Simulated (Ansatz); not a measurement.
Given:

BiBrO:
```xyz
6
Lattice="3.9252 0.0000 0.0000 0.0000 3.9252 0.0000 0.0000 0.0000 8.5408" Properties=species:S:1:pos:R:3 pbc="T T T"
Bi     0.0000     1.9626     7.2939
Bi     1.9626     0.0000     1.2470
Br     1.9626     0.0000     5.7112
Br     0.0000     1.9626     2.8296
O      0.0000     0.0000     0.0000
O      1.9626     1.9626     0.0000
```

This is the r²SCAN-relaxed structure.

Task: All from r²SCAN in the plane-wave PAW code Ansatz, unless another level is named. Estimate the smallest direct gap on the standard path.

Result: 2.87 eV.

Task: Predict the formation energy from the elements (no fitted shifts).

Result: -1.23 eV/atom.

Task: Give the conduction-band minimum.

Result: at Z.

Task: And the valence-band maximum?

Result: on the Z–R line, 78 % of the way from Z.

Space group P4/nmm. The first step of the workflow began from a Materials Project structure, measured or hypothetical; the Crystallography Open Database files this formula in space group No. 129, but the cells were not matched. Whether it is the stable phase at ambient conditions was not checked. The cell was relaxed with r²SCAN under the symmetry of its start; its stability against distortions is not shown here. A crystal of weakly bound layers computed without a dispersion correction: the cell and the soft elastic constants depend strongly on that. The references are the lowest solids computed at this level, not always the standard phases (solids in place of the gases). Spin–orbit coupling is left out wherever it is not named.

Potentials: the later of the program's two PAW sets.
